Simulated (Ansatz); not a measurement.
With DFT-r²SCAN in the program Ansatz with PAW potentials, Sc in the diamond structure (Fd-3m) relaxes to a = 6.339 Å. Sc has 4 nearest neighbours from 2.74 Å (tetrahedral).

Electronic character: metallic (no gap).

The start of the workflow was typed in or built on a structure type; neither database checked (COD, Materials Project) lists it. It is not the phase usual at ambient conditions (space group No. 194). The r²SCAN relaxation kept the symmetry of its start; its stability against distortions is not shown here. No spin polarisation was allowed. The volume moved by -20 % from the start of the relaxation.

Potentials: the earlier of the program's two PAW sets.
